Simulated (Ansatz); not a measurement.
LaZrNO₂:
```
CELL_PARAMETERS angstrom
     -2.94902     2.96007     4.10953
      2.94902    -2.96007     4.10953
      2.94902     2.96007    -4.10953
ATOMIC_POSITIONS crystal
  La 0.75000 0.97669 0.22669
  La 0.25000 0.52331 0.27331
  Zr 0.01614 0.75000 0.76614
  Zr 0.48386 0.25000 0.73386
  N  0.31438 0.56438 0.75000
  N  0.18562 0.93562 0.25000
  O  0.75000 0.38917 0.63917
  O  0.25000 0.11083 0.86083
  O  0.81166 0.56166 0.25000
  O  0.68834 0.93834 0.75000
```

Relaxed with PBE. Special points in fractions of this cell's reciprocal vectors: Γ (0.000, 0.000, 0.000); X (0.500, 0.500, -0.500); F2 (0.379, 0.621, -0.379); Σ0 (-0.379, 0.379, 0.379); Y0 (0.380, -0.380, 0.380); U0 (0.620, 0.380, -0.380); R (0.000, 0.500, 0.000); W (0.250, 0.250, 0.250); S (0.500, 0.000, 0.000); T (0.000, 0.000, 0.500).

Question: List the band energies nearest the valence-band maximum at these points for PBE (plane waves, PAW; program Ansatz).

Answer: In eV from the valence-band maximum; about four levels below and three above (degenerate sets whole), none deeper than 8.9 eV; points with the same levels are listed once.

| k | below | above |
|---|---|---|
| Γ | -0.82 -0.45 -0.45 -0.42 | 2.25 2.68 2.89 |
| X | -1.60 -0.86 -0.45 0.00 | 2.41 3.29 3.32 |
| F2 | -1.28 -1.10 -0.79 -0.25 | 2.85 3.34 3.41 |
| Y0 | -1.35 -1.12 -0.98 -0.15 | 2.79 3.39 3.39 |
| R | -1.19 -0.78 -0.64 -0.46 | 3.21 3.33 3.41 |
| W | -0.88 -0.88 -0.51 -0.51 | 3.18 3.18 3.51 3.51 |
| S | -1.67 -1.07 -0.61 -0.36 | 3.30 3.50 3.52 |
| T | -0.99 -0.90 -0.58 -0.39 | 2.80 3.35 3.55 |

Space group I2_12_12_1. The start of the workflow was typed in or built on a structure type; neither database checked (COD, Materials Project) lists it. Its standing as an ambient phase is unchecked. The cell was relaxed with PBE under the symmetry of its start; whether a distortion lowers the energy is not shown. The run is not spin-polarised. Scalar-relativistic: spin–orbit coupling is off unless named, which matters more the heavier the elements.

Potentials: the earlier of the program's two PAW sets.
